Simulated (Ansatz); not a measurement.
Li2O:
```
CELL_PARAMETERS angstrom
      0.00000     2.31301     2.31301
      2.31301     0.00000     2.31301
      2.31301     2.31301     0.00000
ATOMIC_POSITIONS crystal
  O  0.00000 0.00000 0.00000
  Li 0.25000 0.25000 0.25000
  Li 0.75000 0.75000 0.75000
```

Relaxed with the program Ansatz at the PBE level (PAW). Indices refer to the conventional cell of Fm-3m, a = b = c = 4.626 Å, α = β = γ = 90.00°.

Problem. Simulate the powder diffraction pattern (Cu Kα, λ = 1.54184 Å; lines above 1 %) up to 2θ = 90°.

Solution. Simulated powder pattern, Cu Kα, λ = 1.54184 Å (kinematic, ideal powder, no thermal factors, no anomalous dispersion; the 30 strongest lines at most, above 1 %, up to 2θ = 90°):

```
2θ (°)  d (Å)  I/Imax (%)    hkl
------  -----  ----------  -----
33.55   2.671         100  (111)
38.94   2.313         6.0  (200)
56.24   1.636          68  (220)
67.11   1.395          22  (311)
83.61   1.157         8.3  (400)
```

Symmetry was held in the PBE relaxation.

Potentials: the later of the program's two PAW sets.
